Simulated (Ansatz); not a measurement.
## Sb started on a Ca site and Sb started on a Ca site, 7.78 Å apart on the ideal sites in cubic perovskite CsCaF3, 40 atoms, charge 0

Theory: DFT, PBEsol, PAW, plane waves in Ansatz.

Command:

```sh
ansatz run in.yaml --threads 8 --pin off --max-ram 13300MiB --runs-dir r --events-out ev --progress --plain
```

The input less its lattice and atoms:

```yaml
crystal:
  symmetry: { detect: false }
kpoints:
  mp_grid: { grid: [1, 1, 1], shift: [0.25, 0.25, 0.25] }
hamiltonian:
  xc: pbesol
scf:
  occupations: { method: fermi_dirac, width: 0.01 }
relax:
  f_tol: 0.03
  max_steps: 80
  escape_saddle: false
  adjacent_minimum: "off"
output:
  forces: true
  eigenvalues: true
  populations: true
```

Start:

```
Cs Sb Ca F
1.0
     8.98883    0.00000    0.00000
     0.00000    8.98883    0.00000
     0.00000    0.00000    8.98883
Cs Sb Ca F
8 2 6 24
Cartesian
  0.0460 0.0327 8.9626
  8.9835 8.9813 4.5278
  8.9761 4.5245 8.9853
  0.0425 4.4753 4.4849
  4.4890 8.9869 8.9872
  4.4965 8.9865 4.4897
  4.4860 4.4832 8.9514
  4.4650 4.5197 4.4856
  2.2317 2.2619 2.2125
  6.7592 6.7687 6.7178
  2.2401 2.2366 6.7235
  2.2608 6.7430 2.2311
  2.2406 6.7598 6.7623
  6.7716 2.2489 2.2183
  6.7567 2.2638 6.7525
  6.7397 6.7377 2.2398
  2.2902 2.2460 0.0102
  2.2725 2.2334 4.5051
  2.2804 6.7484 0.0054
  2.2377 6.7337 4.5251
  6.7598 2.2142 0.0131
  6.7374 2.2560 4.4935
  6.7567 6.7359 0.0099
  6.7586 6.7392 4.5280
  8.9755 2.2247 2.2185
  0.0196 2.2365 6.7775
  8.9429 6.7178 2.2493
  0.0179 6.7043 6.7557
  4.5023 2.2431 2.2407
  4.5014 2.2419 6.7584
  4.5063 6.7743 2.2340
  4.4978 6.7445 6.7577
  2.2607 0.0119 2.2268
  2.2598 8.9598 6.7267
  2.2562 4.4924 2.2327
  2.2816 4.4870 6.7234
  6.7275 0.0008 2.2428
  6.7607 0.0235 6.7437
  6.7307 4.5271 2.2259
  6.7210 4.4875 6.7557
```

Steps:

| step | energy less the first (eV) | largest force component (eV/Å) |
| --- | --- | --- |
| start | 0.000 | 1.217 |
| 1 | -0.826 | 0.411 |
| 2 | -1.187 | 0.827 |
| 3 | -1.309 | 0.586 |
| 4 | -1.544 | 0.180 |
| 5 | -1.579 | 0.255 |
| 6 | -1.609 | 0.096 |
| 7 | -1.670 | 0.152 |
| 8 | -1.685 | 0.104 |
| 9 | -1.686 | 0.102 |
| 10 | -1.690 | 0.059 |
| 11 | -1.694 | 0.046 |
| 12 | -1.699 | 0.046 |
| 13 | -1.705 | 0.058 |
| 14 | -1.726 | 0.169 |
| 15 | -1.756 | 0.116 |
| 16 | -1.791 | 0.125 |
| 17 | -1.822 | 0.097 |
| 18 | -1.853 | 0.181 |
| 19 | -1.910 | 0.214 |
| 20 | -1.992 | 0.374 |
| 21 | -2.107 | 0.238 |
| 22 | -2.170 | 0.141 |
| 23 | -2.189 | 0.062 |
| 24 | -2.195 | 0.050 |
| 25 | -2.197 | 0.032 |
| 26 | -2.198 | 0.015 |

A structure on the way, about -1.70 eV from the start:

```
Cs Sb Ca F
1.0
     8.98883    0.00000    0.00000
     0.00000    8.98883    0.00000
     0.00000    0.00000    8.98883
Cs Sb Ca F
8 2 6 24
Direct
  0.00464 0.99495 0.99431
  0.00165 0.99960 0.50015
  0.00114 0.50072 0.99933
  0.99257 0.50897 0.50861
  0.48693 0.01642 0.01644
  0.50045 0.00281 0.49410
  0.50143 0.49442 0.00158
  0.50089 0.49618 0.49539
  0.22958 0.26735 0.26526
  0.75227 0.74496 0.74469
  0.25000 0.25116 0.75236
  0.25059 0.75334 0.25061
  0.25580 0.75041 0.74991
  0.75249 0.24960 0.24988
  0.75008 0.24658 0.75031
  0.75026 0.75072 0.24628
  0.22414 0.27269 0.99523
  0.28007 0.22795 0.50808
  0.25801 0.75746 0.00002
  0.24681 0.74525 0.50017
  0.74446 0.24540 0.99905
  0.75925 0.25436 0.50081
  0.77115 0.73012 0.99915
  0.72758 0.76853 0.49477
  0.99249 0.20789 0.21474
  0.99983 0.25796 0.74152
  0.00009 0.74291 0.25564
  0.01066 0.76930 0.76628
  0.51335 0.27002 0.26948
  0.50057 0.24137 0.75901
  0.50126 0.75931 0.24273
  0.50042 0.72184 0.72675
  0.22599 0.99603 0.27200
  0.25860 0.00045 0.75653
  0.28502 0.51011 0.22715
  0.24426 0.50067 0.74341
  0.74290 0.99878 0.24445
  0.77557 0.00071 0.73149
  0.76157 0.50091 0.25554
  0.72455 0.49375 0.76739
```

End:

```
Cs Sb Ca F
1.0
     8.98883    0.00000    0.00000
     0.00000    8.98883    0.00000
     0.00000    0.00000    8.98883
Cs Sb Ca F
8 2 6 24
Direct
  0.01762 0.98900 0.00014
  0.01687 0.98922 0.49934
  0.99057 0.51083 0.98481
  0.99067 0.51070 0.51457
  0.47517 0.02707 0.03512
  0.47489 0.02635 0.46451
  0.51108 0.48407 0.00246
  0.51107 0.48337 0.49721
  0.19949 0.29864 0.24960
  0.74819 0.75279 0.74977
  0.24506 0.25596 0.74970
  0.25007 0.73020 0.24961
  0.26021 0.75211 0.74969
  0.77219 0.25098 0.24996
  0.74855 0.24169 0.74992
  0.74696 0.75414 0.24974
  0.21820 0.28117 0.99340
  0.21878 0.28155 0.50608
  0.25129 0.73690 0.99608
  0.25214 0.73681 0.50322
  0.76458 0.24983 0.99633
  0.76470 0.25001 0.50356
  0.73905 0.76201 0.99245
  0.73789 0.76122 0.50702
  0.99806 0.15570 0.24952
  0.99560 0.24536 0.74952
  0.99584 0.73948 0.24975
  0.00873 0.76434 0.74935
  0.53844 0.26002 0.25019
  0.49746 0.24551 0.74986
  0.50314 0.75968 0.24861
  0.51587 0.75787 0.75016
  0.24259 0.96351 0.24984
  0.25634 0.00345 0.74979
  0.33891 0.50213 0.24966
  0.25568 0.50515 0.74995
  0.73858 0.99784 0.25050
  0.74161 0.98597 0.74978
  0.76184 0.50537 0.24983
  0.73540 0.49400 0.75002
```

Self-consistency was reached.

Time: 76 s of wall time on 8 threads of a Gold 6455B processor, on a host shared with other runs; peak host memory 1.3 GiB.

How much energy did the relaxation gain, and which atom moved most?

2.20 eV in 26 steps, from a start with small random displacements (the gain also holds any tilting of the ideal host); atom 25 (F) moved 0.83 Å, the median atom 0.17 Å (drift of the whole cell removed).

The one k point has no symmetry partners, which can distort the end along one axis.
